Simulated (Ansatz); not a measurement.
input.yaml (Ansatz)

```yaml
crystal:
  lattice:
    - [2.4603196535, 0.0, 0.0]
    - [-1.2301598267, 2.1306993214, 0.0]
    - [0.0, 0.0, 4.3858709536]
  atoms:
    - { symbol: Cr, position: [0.3333333333, 0.6666666667, 0.25] }
    - { symbol: Cr, position: [0.6666666667, 0.3333333333, 0.75] }
hamiltonian:
  xc: pbesol
  pseudopotentials:
    kind: paw
    azcp:
      Cr: "pseudopotentials/Cr.paw.azcp"
basis:
  ecutwfc: 420
  fft_grid_basis: typed
kpoints:
  mp_grid: { grid: [24, 24, 12], shift: [0, 0, 0] }
magnetization:
  spin_polarized: false
scf:
  occupations: { method: fermi_dirac, width: 0.1 }
output:
  write_density: true
  write_potential: true
  elf: true
  volumetric_format: npy
```

and its output:

```
Warning: the record states the generating functional pbe (its physics header spells it `PBE`), which answers neither for hamiltonian.xc's functional nor for the pbesol family's — results may be inconsistent (PPs are generated against a specific XC)
Engine: ansatz 0.2.0, aarch64-unknown-linux-gnu
Pseudopotentials: kind: paw
Pseudopotential: Cr, paw, valence charge 14, recommended cutoff 420 eV (normal) 
Functional definition: PBEsol
  exchange = pbesol_x
  correlation = pbesol_c
Crystal: 2 atoms, lattice volume = 22.992 Å³
Basis set: ecut = 420 eV, 429 PW (Γ)
Bands: 18, of which v1, the nominal top of the filled ones, is band 14 counted from 1 (13 counted from 0)
Symmetry: 24 space group operations
Space group: P63/mmc (ITA 194), of the structure as read, at distance tolerance 2.8e-5 Å
k-points: 427 of 6912
Non-local potential: Cr, projectors of the file, l = 0: 3, l = 1: 2, l = 2: 3, l = 3: 1
PAW form: soft (Blöchl's): semilocal exchange-correlation on the pseudo side does not see the compensation charge
PAW frozen core: Cr, regenerated for the run's functional, and the local potential with it (the file was generated under x = pbe(κ = 0.804, μ = 0.2195149727645171), c = pbe(β = 0.06672455060314922))
PAW one-centre angular grid: Cr, 590 points (default); XC on 64 Gauss nodes
Initial density: superposition of atomic densities (neutral atoms: chi_scale 0, normalization atom), corrected by the library's trained network
Initial wavefunctions: pseudopotential atomic-orbital guess
Functional: x = pbesol(κ = 0.804, μ = 0.12345679012345678), c = pbesol(β = 0.046)
SCF iter   1: F=—  HF=-6697.595770 eV  |F-HF|=—  |Δ(HF+E_count)|=         —  Δρ=6.68e-3  dr2=3.93e-3  ethr=1.77e-3  ⟨swp⟩=4.2  Hψ=61191  notcnv=0
automatic band count: the SCF goes on with 22 bands, as 18 were too few: the levels above may hold too much charge
SCF iter   2: F=—  HF=-6697.595031 eV  |F-HF|=—  |Δ(HF+E_count)|=   7.39e-4  Δρ=3.24e-3  dr2=1.00e-3  ethr=1.40e-5  ⟨swp⟩=2.1  Hψ=16306  notcnv=0
SCF iter   3: F=—  HF=-6697.594960 eV  |F-HF|=—  |Δ(HF+E_count)|=   7.13e-5  Δρ=6.94e-4  dr2=3.99e-5  ethr=3.58e-6  ⟨swp⟩=1.4  Hψ=10447  notcnv=0
SCF iter   4: F=—  HF=-6697.594957 eV  |F-HF|=—  |Δ(HF+E_count)|=   2.79e-6  Δρ=8.95e-5  dr2=8.28e-7  ethr=1.43e-7  ⟨swp⟩=2.5  Hψ=15589  notcnv=0
iter 5 did not close the SCF: its close was put off for the readings that it lacked (scf_convergence_deferred on its scf_iter line)
SCF iter   5: F=-6697.594957 eV  HF=-6697.594957 eV  |F-HF|=7.85e-9  |Δ(HF+E_count)|=   7.02e-8  Δρ=2.20e-5  dr2=4.37e-8  ethr=2.96e-9  ⟨swp⟩=2.3  Hψ=15386  notcnv=0
SCF iter   6: F=-6697.594957 eV  HF=-6697.594957 eV  |F-HF|=2.45e-10  |Δ(HF+E_count)|=   1.66e-8  Δρ=2.45e-6  dr2=5.46e-10  ethr=1.56e-10  ⟨swp⟩=1.2  Hψ=23372  notcnv=0
SCF 1 converged in 6 iterations: F = -6697.594957 eV  dr2 = 5.46e-10
SCF converged after 6 iterations
Free energy (F): -6697.594957 eV
Harris-Foulkes:  -6697.594957 eV  (|F-HF|=2.45e-10)
Internal energy: -6697.493279 eV  (E = F + TS)
E sigma→0 (E₀):  -6697.544118 eV
Entropy (-TS):   -0.101677 eV (-50.839 meV/atom)
Fermi energy:    19.224184 eV
--- Per-component energies (eV) ---
  E_band       = -283.499701
  E_kinetic    = 688.861104
  E_local      = -2356.477886  (includes V_loc(G=0)·N_el)
  E_nonlocal   = 161.713606
  E_hartree    = 1029.287592
  E_xc         = -278.539288
  E_vxc        = -356.926884  (∫ρ·V_xc dr)
  E_paw        = -2335.080134  (= ΣΔE_a)
  E_vpaw       = -479.244344  (= ΣTr[D̂ρ^β])
  E_aug_tail   = 0.000710  (compensation charges beyond the density's cutoff)
  E_ewald      = -3607.578982
  E_core_change = 0.319999  (= ΣΔE_core)
  E_smearing   = -0.101677  (= −TS)
  E_closure    = 0.000000  (closes the sum)
  Σ components = -6697.594957   (vs F -6697.594957, Δ=0.00e0)
--- Band table (eV; the first three rows and the last of 427) ---
  k-point 0: bands = ["-52.0802", "-51.9376", "-23.8815", "-23.1092", "-22.9534", "-22.9534", "-22.8797", "-22.8797", "11.4878", "15.0162", "17.9893", "18.8476", "18.8476", "19.0211", "19.2058", "19.2058", "20.3299", "20.3299", "21.5334", "21.5334", "27.7544", "39.5156"]
  k-point 1: bands = ["-52.0778", "-51.9400", "-23.8688", "-23.1228", "-22.9521", "-22.9521", "-22.8809", "-22.8809", "11.5523", "14.9942", "17.9678", "18.8404", "18.8404", "18.8814", "19.1897", "19.1897", "20.3651", "20.3651", "21.5252", "21.5252", "28.0056", "38.9542"]
  k-point 2: bands = ["-52.0708", "-51.9472", "-23.8313", "-23.1626", "-22.9485", "-22.9485", "-22.8846", "-22.8846", "11.7433", "14.9151", "17.9063", "18.5302", "18.8239", "18.8239", "19.1444", "19.1444", "20.4635", "20.4635", "21.4980", "21.4980", "28.6971", "38.2092"]
  k-point 426: bands = ["-51.7989", "-51.7989", "-23.6810", "-23.6810", "-23.5686", "-23.5686", "-23.2176", "-23.2176", "16.8353", "16.8353", "16.8821", "16.8821", "18.0466", "18.0466", "19.5918", "19.5918", "21.5950", "21.5950", "27.7911", "27.7911", "29.3383", "29.3383"]
```
